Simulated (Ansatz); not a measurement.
## Compressing AlCr₂C: a fit and a missing row

AlCr₂C, P6_3/mmc, a = 2.842 Å, c = 12.690 Å. The structure is a Materials Project entry; whether it is the stable form wasn't checked. Ansatz: PBE, PAW, 420 eV, Γ-centred 12×12×4 mesh on 8 atoms, Gaussian smearing 0.10 eV; no spin polarisation. Shape and atoms are relaxed at each volume; pressure is positive in compression.

```
V (Å³/atom) P (GPa)
     10.429    13.29
     10.762        ?
     11.094     0.00
     11.427    -5.17
     11.760    -9.56
```

**Question.** Take V0 = 11.094 Å³/atom, fit the third-order Birch–Murnaghan form to the other rows, and predict the missing pressure.

**Answer.** With the Eulerian strain f = ½[(V0/V)^(2/3) − 1] and y = P/[3f(1 + 2f)^(5/2)], the form is the line y = B0 + 1.5 B0 (B0′ − 4) f. Rows (f, y): 0.02104, 189.9; -0.00976, 185.5; -0.01906, 184.3. Means f = -0.002593, y = 186.57; Σ(Δf)² = 0.0008810, ΣΔfΔy = 0.1237; the slope is their ratio. y = 186.9 + 140.5 f GPa, so B0 = 186.9 GPa and B0′ = 4 + 2 × (140.5)/(3 × 186.9) = 4.50. At V = 10.762, f = 0.01023, y = 188.34 and P = 6.08 GPa. The run gave 6.11 GPa, so the fit is 0.03 GPa too low, a small miss on the scale of the series.

Spin polarisation was left out, and a magnetic state may lie lower.